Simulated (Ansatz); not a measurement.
The end of the path is a generated cell of AlRh: the first start was made by placing the elements on the sites of a structure type, and the end was not matched to a known phase here, so it may be hypothetical.

A geometry of AlRh away from equilibrium: step 19 of the relaxation of a generated cell, AlRh built in the AFLOW prototype AB_hP8_186_ab_ab (B5, as in SiC). The numbers are results of PBE (plane waves to 420 eV, PAW, scalar-relativistic; Ansatz, a quantum-chemistry and plane-wave program), not measurements. Γ-centred k-mesh 11×11×3 on the run's cell (coarser than for final values), Fermi–Dirac smearing 0.05 eV.

```xyz
8
Lattice="3.9597 0.0000 0.0000 -1.9799 3.4292 0.0000 0.0000 0.0000 9.6406" Properties=species:S:1:pos:R:3:forces:R:3 pbc="T T T" free_energy=-27764.035 pressure_GPa=4.3
Al     0.0000     0.0000    -0.0792    0.0000    0.0000    0.0039
Al     0.0000     0.0000     4.7410    0.0000    0.0000    0.0039
Al     1.9799     1.1431     8.0252    0.0000    0.0000   -0.0102
Al     0.0000     2.2862     3.2049    0.0000    0.0000   -0.0102
Rh     0.0000     0.0000     7.1803    0.0000    0.0000    0.0191
Rh     0.0000     0.0000     2.3600    0.0000    0.0000    0.0191
Rh     1.9799     1.1431     5.3660    0.0000    0.0000   -0.0128
Rh     0.0000     2.2862     0.5458    0.0000    0.0000   -0.0128
```

Positions in Å, forces in eV/Å, free energy of the cell in eV (comparable only within this code, potentials and settings). Largest force: 0.02 eV/Å, on Rh5, Rh6 (atoms numbered as listed); the geometry lies 0.04 eV/atom above the end of its relaxation.

No spin polarisation in the result.

The run could not lose the symmetry of its start: the end is stationary, and may be a saddle point rather than a minimum.
